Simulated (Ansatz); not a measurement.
Values for one crystal, relaxed and computed with the program Ansatz at the PBEsol level (PAW); other levels are named.

| Item | Value |
|---|---|
| Volume per atom | 10.62 Å³ |
| Electronic character | metallic (no gap) |
| Elastic constants (relaxed ions, GPa) | C11 = 355, C12 = 245, C13 = 122, C33 = 372, C44 = 56.4 |
| Debye temperature from the elastic constants | 457 K |
| Formation energy from the elements (no fitted shifts) | -0.58 eV/atom |
| Pressure derivative B′ | 4.7 |
| Bulk modulus (Birch–Murnaghan fit) | 2250 kbar |

**Question.** Pick the material that matches.
(A) SiRh, Pnma (Si on 4c, Rh on 4c)
(B) Zr2InN, P6_3/mmc (Zr on 4f, In on 2d, N on 2a)
(C) SiNi2, P6_3/mmc (Si on 2d, Ni on 2c, Ni on 2a)
(D) Hf2S, P6_3/mmc (Hf on 4f, S on 2b)

**Answer.** C, SiNi2, P6_3/mmc (Si on 2d, Ni on 2c, Ni on 2a)

The first step of the workflow began from a Materials Project structure, measured or hypothetical; the Crystallography Open Database files this formula in space group No. 194, but the cells were not matched. Its standing as an ambient phase is unchecked. The PBEsol relaxation kept the symmetry of its start; of distortions, only those at the zone centre were tested. The run is not spin-polarised. As this level gives no gap, shear constants depend on the k-mesh and smearing (Fermi–Dirac, 0.1 eV here). The references are the lowest solids computed at this level, not always the standard phases.

Potentials: the later of the program's two PAW sets.
